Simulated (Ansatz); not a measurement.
VN:
```
CELL_PARAMETERS angstrom
      4.11634     0.00000     0.00000
      0.00000     4.11634     0.00000
      0.00000     0.00000     4.11634
ATOMIC_POSITIONS crystal
  V  0.23138 0.23138 0.23138
  V  0.76862 0.76862 0.23138
  V  0.23138 0.76862 0.76862
  V  0.76862 0.23138 0.76862
  N  0.25982 0.25982 0.74018
  N  0.74018 0.74018 0.74018
  N  0.25982 0.74018 0.25982
  N  0.74018 0.25982 0.25982
```

Relaxed with PBE. Special points in fractions of this cell's reciprocal vectors: Γ (0.000, 0.000, 0.000); X (0.000, 0.500, 0.000); M (0.500, 0.500, 0.000); R (0.500, 0.500, 0.500).

Q: List the band energies nearest the Fermi level at these points for PBE (plane waves, PAW; program Ansatz).

A: In eV from the Fermi level; about four levels below and three above (degenerate sets whole), none deeper than 8.9 eV; points with the same levels are listed once.

| k | below | above |
|---|---|---|
| Γ | -1.31 -1.31 -1.31 -0.19 -0.19 | 0.76 0.76 0.76 |
| X | -2.96 -2.34 -0.51 -0.47 | 0.17 0.37 0.62 0.62 |
| M | -5.11 -0.38 -0.06 -0.06 | 0.13 0.59 0.60 |
| R | -5.77 -5.77 -5.77 -5.73 -5.73 | 0.66 0.66 0.81 0.81 0.81 |

Space group P-43m. The start of the workflow was typed in or built on a structure type; neither database checked (COD, Materials Project) lists it. It is not the phase usual at ambient conditions (space group No. 225). Symmetry was held in the PBE relaxation; whether a distortion lowers the energy is not shown. The workflow began spin-polarised and lost its moments.

Potentials: the earlier of the program's two PAW sets.
